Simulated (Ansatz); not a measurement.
TaC in space group P-6m2 (No. 187; Ta on 1e, C on 1b) at seven volumes, the program Ansatz at the LDA level (PAW), shape and atoms relaxed at each. One row is withheld.

| V (Å³/atom) | P (GPa) |
|---|---|
| 10.098 | 36.54 |
| 10.431 | 22.47 |
| 10.764 | 10.37 |
| 11.097 | -0.01 |
| 11.430 | -8.92 |
| 11.763 | -16.56 |
| 12.096 | ? |

Fit the shown pressures and predict the withheld one.

P = (3/2)B₀(x^(7/2) − x^(5/2))[1 + (3/4)(B′ − 4)(x − 1)] with x = (V₀/V)^(2/3). Least squares on the six rows gives V₀ = 11.097 Å³/atom, B₀ = 320 GPa, B′ = 4.05. At V = 12.096, x = 0.9442 and P = -23.17 GPa. The run itself gave -23.14 GPa.

The workflow started from a Materials Project entry (that database holds measured and hypothetical structures alike); the Crystallography Open Database copy checked does not list it. It is not the phase usual at ambient conditions (space group No. 225). Symmetry was held in the LDA relaxation; of distortions, only those at the zone centre were tested. The run is not spin-polarised. Scalar-relativistic: spin–orbit coupling is off unless named, which matters more the heavier the elements.

Potentials: the later of the program's two PAW sets.
